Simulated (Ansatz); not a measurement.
AlN:
```xyz
2
Lattice="0.0000 2.1888 2.1888 2.1888 0.0000 2.1888 2.1888 2.1888 0.0000" Properties=species:S:1:pos:R:3 pbc="T T T"
Al     0.0000     0.0000     0.0000
N      1.0944     1.0944     1.0944
```

Cartesian axes are those of the cell as given.

### Question
Give the proper piezoelectric stress tensor with relaxed ions from DFT-PBEsol in the program Ansatz with PAW potentials.

### Answer
In C/m², rows x, y, z, Voigt columns; mesh uncertainty up to 0.00.
```
0.00  0.00  0.00  0.58  0.00  0.00
0.00  0.00  0.00  0.00  0.58  0.00
0.00  0.00  0.00  0.00  0.00  0.58
```

The elastic tensor of the same run (GPa):

```
286  157  157  0.0  0.0  0.0
157  286  157  0.0  0.0  0.0
157  157  286  0.0  0.0  0.0
0.0  0.0  0.0  179  0.0  0.0
0.0  0.0  0.0  0.0  179  0.0
0.0  0.0  0.0  0.0  0.0  179
```

### Question
Convert to strain constants d = e·S.

### Answer
In pC/N:
```
0.0  0.0  0.0  3.2  0.0  0.0
0.0  0.0  0.0  0.0  3.2  0.0
0.0  0.0  0.0  0.0  0.0  3.2
```

Space group F-43m (zinc blende). Symmetry was held in the PBEsol relaxation.

Potentials: the later of the program's two PAW sets.
